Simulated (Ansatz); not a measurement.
Given:

ZnO (wurtzite)

```xyz
4
Lattice="3.2352 0.0000 0.0000 -1.6176 2.8018 0.0000 0.0000 0.0000 5.2114" Properties=species:S:1:pos:R:3 pbc="T T T"
Zn     1.6176     0.9339     0.0126
Zn     0.0000     1.8678     2.6183
O      1.6176     0.9339     3.2456
O      0.0000     1.8678     0.6399
```

In this cell atom 4 (O, nearest neighbour Zn at 1.970 Å; its periodic images, 3.2 Å or more away, move with it) is moved by s along Cartesian x, unit vector (1.000, 0.000, 0.000); all other atoms and the cell stay fixed.

Computed with r2SCAN (plane waves to 500 eV, PAW, scalar-relativistic; Ansatz, a first-principles code). k mesh 9×9×5 (Γ-centred), Fermi-Dirac smearing 0.05 eV. The energy includes the smearing's −TS. ZnO was relaxed with its symmetry unable to fall. The zero of ΔE is the undisplaced structure.

The scan covers s from -0.200 to 0.200 Å in 11 points.

Task: Is this a single well or a double well?

Result: A single well with its minimum at or next to zero displacement.

Task: Is the energy the same for equal positive and negative displacements?

Result: Even: the same for both signs. With its periodic images moving along, the atom's site symmetry in this cell is 3m..

Task: What is the force constant k = d²E/ds² of this move at s = 0?

Result: 8.42 eV/Å².

(For displaced atoms, the force is minus the slope of the energy, and its curvature is a force constant, which sets phonon frequencies.)
